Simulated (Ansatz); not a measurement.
Be:
```
Be
1.0
   -1.24982     1.24982     1.24982
    1.24982    -1.24982     1.24982
    1.24982     1.24982    -1.24982
Be
1
Direct
  0.00000   0.00000   0.00000
```

Relaxed with r²SCAN. Special points in fractions of this cell's reciprocal vectors: Γ (0.000, 0.000, 0.000); H (0.500, -0.500, 0.500); N (0.000, 0.000, 0.500); P (0.250, 0.250, 0.250).

Task: List the band energies nearest the Fermi level at these points for plane-wave PAW r²SCAN (Ansatz code).

Result: In eV from the Fermi level; about four levels below and three above (degenerate sets whole), none deeper than 8.9 eV; … stands for higher levels left out; points with the same levels are listed once.

```tsv
k	below	above
Γ	–	…
N	-5.62	…
```

Space group Im-3m (bcc (W type)). The workflow started from a Materials Project entry (that database holds measured and hypothetical structures alike); the Crystallography Open Database copy checked does not list it. It is not the phase usual at ambient conditions (space group No. 194). The cell was relaxed with r²SCAN under the symmetry of its start; its stability against distortions is not shown here.

Potentials: the earlier of the program's two PAW sets.
